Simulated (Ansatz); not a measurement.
How far is PAW off for Cu3Sb?

```
Cu Sb
1.0
     0.00000    3.11295    3.11295
     3.11295    0.00000    3.11295
     3.11295    3.11295    0.00000
Cu Sb
3 1
Direct
  0.50000 0.50000 0.50000
  0.25000 0.25000 0.25000
  0.75000 0.75000 0.75000
  0.00000 0.00000 0.00000
```

Atom numbers follow the list: Cu1, Cu2, Cu3, Sb4.

Structure from Materials Project entry mp-2002 (possibly hypothetical), not relaxed further.

Spin–orbit coupling is left out, though it moves levels of the heavy atoms by tenths of an eV or more.

All numbers are computed: DFT, PBEsol, PAW with Ansatz's default frozen-core files, scalar-relativistic (Ansatz 0.2.0); DFT, PBEsol, all-electron PAW with datasets made for the crystal, scalar-relativistic (Ansatz 0.2.0); DFT, PBEsol, all-electron LAPW, scalar-relativistic (Ansatz 0.2.0).

For PAW: a Γ-centred 9×9×9 k mesh, Fermi–Dirac smearing of 0.03 eV, cutoff 420 eV, no spin polarisation; the PAW files were made with PBE, and the program remakes their frozen cores for this functional. The crystal-made all-electron datasets (AE datasets) take a cutoff of 260 eV at this cell. LAPW targets a basis error of 0.5 meV/atom. The Ansatz runs share mesh, smearing and spin set-up. Plane-wave (PAW) pressures include the program's estimate of the Pulay term.

Stress and pressure are positive in compression.

Levels count from the Fermi level.

| quantity | PAW | AE datasets | LAPW |
| --- | --- | --- | --- |
| pressure (GPa) | -4.73 | -4.73 | -4.73 |
| highest filled level at Γ (eV) | -1.009 | -1.004 | -1.004 |
| lowest empty level at Γ (eV) | 0.569 | 0.567 | 0.567 |
| highest filled level at K (eV) | -0.081 | -0.080 | -0.080 |
| lowest empty level at K (eV) | 2.725 | 2.725 | 2.725 |
| highest filled level at U (eV) | -0.081 | -0.080 | -0.080 |
| lowest empty level at U (eV) | 2.725 | 2.725 | 2.725 |

PAW's pressure differs from the LAPW value by about 0.01 GPa or less.
